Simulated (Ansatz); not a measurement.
The cell is COD entry 4345680, as deposited and not checked against the literature; nothing was relaxed.

An input for GaReSi: DFT, PBE, all-electron PAW with datasets made for the crystal, scalar-relativistic (Ansatz 0.2.0).

```yaml
crystal:
  lattice:
    - [3.1942, 0.0, 0.0]
    - [0.0, 3.1942, 0.0]
    - [0.0, 0.0, 8.054]
  atoms:
    - { symbol: Ga, position: [0.5, 0.0, 0.9146] }
    - { symbol: Ga, position: [0.0, 0.5, 0.0854] }
    - { symbol: Si, position: [0.0, 0.5, 0.4152] }
    - { symbol: Si, position: [0.5, 0.0, 0.5848] }
    - { symbol: Re, position: [0.0, 0.5, 0.73063] }
    - { symbol: Re, position: [0.5, 0.0, 0.26937] }
kpoints:
  mp_grid: { grid: [9, 9, 4] }
  band_path:
    path:
      - [0.0, 0.0, 0.0]
      - [0.0, 0.5, 0.0]
      - [0.5, 0.5, 0.0]
      - [0.0, 0.0, 0.0]
      - [0.0, 0.0, 0.5]
      - [0.0, 0.5, 0.5]
      - [0.5, 0.5, 0.5]
      - [0.0, 0.0, 0.5]
      - [0.0, 0.5, 0.0]
    npoints: 8
scf:
  occupations: { method: fermi_dirac, width: 0.05 }
hamiltonian:
  xc: pbe
  pseudopotentials: { kind: all_electron, datasets: crystal }
output:
  forces: true
  stress: true
  eigenvalues: true
  efg: { contact_densities: true }
```

Set-up and iterations as logged by Ansatz (the results part is left out, to be predicted):

```
hamiltonian.pseudopotentials.datasets: crystal makes datasets for this crystal and solves the spheres of its atoms anew in each pass: cutoff 260.0 eV, the density's 1040.0 eV; for an error of 0.50 meV an atom under PBE, 3.0 meV for the cell; an energy difference from a run of another recipe may be off by several times the error for the cell, under r2SCAN by more, where some 0.1 meV an atom stays at smaller errors; Si in spheres of 1.164 Å, 4 of its electrons in bands, 8 on its site; Ga in spheres of 1.318 Å, 13 of its electrons in bands; Re in spheres of 1.376 Å, 15 of its electrons in bands, 14 on its site; only band paths and densities of states list, in semicore columns, the levels of the semicore shells that are solved separately: 2s of Si, 2p of Si, 4f of Re
Engine: ansatz 0.2.0
Pseudopotentials: kind: all_electron
Pseudopotential: Ga, paw, valence charge 13, recommended cutoff 260 eV (normal), Koelling and Harmon's equation, gaussian nucleus
Pseudopotential: Si, paw, valence charge 12, recommended cutoff 260 eV (normal), Koelling and Harmon's equation, gaussian nucleus
Pseudopotential: Re, paw, valence charge 29, recommended cutoff 260 eV (normal), Koelling and Harmon's equation, gaussian nucleus
Functional definition: PBE
  parameter kappa = 0.804
  parameter beta = 0.06672455060314922
  exchange = pbe_x(kappa = kappa, mu = beta*pi^2/3)
  correlation = pbe_c(beta = beta)
Crystal: 6 atoms, lattice volume = 82.174 Å³
Basis set: ecut = 260 eV, 773 PW (Γ), exchange–correlation on 36×36×90 points (8 copies of the dense FFT grid, shifted against one another)
Bands: 39, of which v1, the nominal top of the filled ones, is band 32 counted from 1 (31 counted from 0)
Symmetry: 16 space group operations
Space group: P4/nmm (ITA 129), of the structure as read, at distance tolerance 4.3e-5 Å
k-points: 45 of 324
Non-local potential: Ga, projectors of the file, l = 0: 1, l = 1: 1, l = 2: 2
Non-local potential: Si, projectors of the file, l = 0: 1, l = 1: 1
Non-local potential: Re, projectors of the file, l = 0: 2, l = 1: 2, l = 2: 2
PAW form: soft (Blöchl's): semilocal exchange-correlation on the pseudo side does not see the compensation charge
PAW one-centre angular grid: Ga, 590 points (default); XC on its mesh's 1903 points in the sphere
PAW one-centre angular grid: Si, 110 points (default); XC on its mesh's 1945 points in the sphere
PAW one-centre angular grid: Re, 590 points (default); XC on its mesh's 1821 points in the sphere
Initial density: superposition of atomic densities (neutral atoms: chi_scale 0, normalization atom)
Initial wavefunctions: pseudopotential atomic-orbital guess
Functional: x = pbe(κ = 0.804, μ = 0.2195149727645171), c = pbe(β = 0.06672455060314922)
iter 1 solved again at ethr=1.26e-2 eV; its pass at ethr=1.00e-1 eV (dr2=8.07e0 eV) is discarded
SCF iter   1: F=—  HF=-1029893.553835 eV  |F-HF|=—  |Δ(HF+E_count)|=         —  Δρ=9.06e-2  dr2=9.39e0  ethr=1.26e-2  ⟨swp⟩=2.5  Hψ=8555  notcnv=0
SCF iter   2: F=—  HF=-1029892.226304 eV  |F-HF|=—  |Δ(HF+E_count)|=    1.33e0  Δρ=4.68e-2  dr2=2.29e0  ethr=1.26e-2  ⟨swp⟩=2.2  Hψ=3520  notcnv=0
SCF iter   3: F=—  HF=-1029891.809255 eV  |F-HF|=—  |Δ(HF+E_count)|=   4.17e-1  Δρ=1.42e-2  dr2=2.67e-1  ethr=3.58e-3  ⟨swp⟩=3.0  Hψ=4655  notcnv=0
SCF iter   4: F=—  HF=-1029891.909507 eV  |F-HF|=—  |Δ(HF+E_count)|=   1.00e-1  Δρ=9.02e-3  dr2=1.30e-1  ethr=4.18e-4  ⟨swp⟩=3.2  Hψ=4359  notcnv=0
SCF iter   5: F=—  HF=-1029891.887004 eV  |F-HF|=—  |Δ(HF+E_count)|=   2.25e-2  Δρ=5.43e-3  dr2=3.44e-2  ethr=2.04e-4  ⟨swp⟩=3.1  Hψ=4282  notcnv=0
SCF iter   6: F=—  HF=-1029891.880595 eV  |F-HF|=—  |Δ(HF+E_count)|=   6.41e-3  Δρ=2.77e-3  dr2=9.84e-3  ethr=5.38e-5  ⟨swp⟩=2.3  Hψ=3303  notcnv=0  defer=2
iter 7 solved again at ethr=1.70e-7 eV; its pass at ethr=1.54e-5 eV (dr2=1.09e-4 eV) is discarded
SCF iter   7: F=—  HF=-1029891.881982 eV  |F-HF|=—  |Δ(HF+E_count)|=   1.39e-3  Δρ=3.03e-4  dr2=1.07e-4  ethr=1.70e-7  ⟨swp⟩=3.1  Hψ=8301  notcnv=0  defer=1
SCF iter   8: F=—  HF=-1029891.881657 eV  |F-HF|=—  |Δ(HF+E_count)|=   3.25e-4  Δρ=1.46e-4  dr2=4.66e-5  ethr=1.68e-7  ⟨swp⟩=3.1  Hψ=4081  notcnv=0  defer=2
SCF iter   9: F=—  HF=-1029891.881616 eV  |F-HF|=—  |Δ(HF+E_count)|=   4.14e-5  Δρ=7.46e-5  dr2=1.61e-5  ethr=7.28e-8  ⟨swp⟩=3.1  Hψ=3672  notcnv=0  defer=1
SCF iter  10: F=—  HF=-1029891.881600 eV  |F-HF|=—  |Δ(HF+E_count)|=   1.58e-5  Δρ=1.54e-5  dr2=8.31e-7  ethr=2.52e-8  ⟨swp⟩=3.0  Hψ=3813  notcnv=0
SCF iter  11: F=-1029891.881600 eV  HF=-1029891.881600 eV  |F-HF|=1.98e-8  |Δ(HF+E_count)|=   1.87e-7  Δρ=5.06e-6  dr2=3.45e-8  ethr=1.30e-9  ⟨swp⟩=3.1  Hψ=4008  notcnv=0
```

What pressure will this run report?

3.56 GPa (positive in compression).

How large will the largest force be?

0.160 eV/Å.

Is there a band gap?

0.15 eV (so small a gap may close at points that the mesh and path miss).
